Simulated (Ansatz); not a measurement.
# Li4Mo: start and end of a relaxation

The cell of Li4Mo is invented: random cell by space group and Wyckoff sites (Pm-3m, No. 221). The dimensions are guesses.

start.cif

```cif
data_structure
_symmetry_space_group_name_H-M 'Pm-3m'
_symmetry_Int_Tables_number 221
_cell_length_a 4.1092
_cell_length_b 4.1092
_cell_length_c 4.1092
_cell_angle_alpha 90.000
_cell_angle_beta 90.000
_cell_angle_gamma 90.000
_cell_volume 69.38
loop_
_atom_site_label
_atom_site_type_symbol
_atom_site_symmetry_multiplicity
_atom_site_Wyckoff_symbol
_atom_site_fract_x
_atom_site_fract_y
_atom_site_fract_z
_atom_site_occupancy
Li1 Li 3 d 0.50000 0.00000 0.00000 1
Li2 Li 1 b 0.50000 0.50000 0.50000 1
Mo1 Mo 1 a 0.00000 0.00000 0.00000 1
```

Level of theory: DFT PBE, scalar-relativistic, plane waves, PAW (Ansatz 0.2.0). Cutoff 420 eV, Gaussian smearing, Γ-centred meshes. Cell and atoms relax first on a coarse mesh and then on a finer one. In between, the cell is made exact in the group found at 0.06 Å. In metals the finer mesh still leaves noise of several meV/atom or more. The steps can't lower the symmetry of their start. Collinear spin is switched on along the way, since trial moments persisted in a coarse test.

end.cif

```cif
data_structure
_symmetry_space_group_name_H-M 'Pm-3m'
_symmetry_Int_Tables_number 221
_cell_length_a 5.1494
_cell_length_b 5.1494
_cell_length_c 5.1494
_cell_angle_alpha 90.000
_cell_angle_beta 90.000
_cell_angle_gamma 90.000
_cell_volume 136.55
loop_
_atom_site_label
_atom_site_type_symbol
_atom_site_symmetry_multiplicity
_atom_site_Wyckoff_symbol
_atom_site_fract_x
_atom_site_fract_y
_atom_site_fract_z
_atom_site_occupancy
Li1 Li 3 d 0.50000 0.00000 0.00000 1
Li2 Li 1 b 0.50000 0.50000 0.50000 1
Mo1 Mo 1 a 0.00000 0.00000 0.00000 1
```

The symmetry stays Pm-3m (No. 221). The volume per atom grows by 96.8 %, from 13.9 to 27.3 Å³. The shortest distance goes from 2.05 Å (Li–Mo) to 2.57 Å (Li–Mo). The energy falls by about 0.76 eV/atom (the start's value is from the coarse mesh).

- Volume per atom: 27.31 Å³
- Density: 1.50 g/cm³
- Energy over the elements: +1.10 eV/atom
- Gap on the 8×8×8 mesh of the 5-atom cell: 0 eV (a metal)
- Net moment per atom: 0.82 μB
- Moment by site: Mo 2.8 μB

The zero of energy is the elements' standard structures at the same level; no fitted shifts are applied. The separate elements lie lower, so it is unstable against them.

The last run used collinear spin and Gaussian smearing of 0.10 eV. The magnetic state reached may not be the lowest. A structure relaxed within its symmetry needn't be a true minimum. In all, the 5 runs took 99 s on 1 thread of Arm Neoverse V1, on a shared host. Another cell of Li4Mo relaxed alike but without spin, in P-3m1, lies 0.88 eV/atom lower, so this cell isn't the stable form at this level. Site moments count only spheres around the atoms; the net moment includes the space between them.
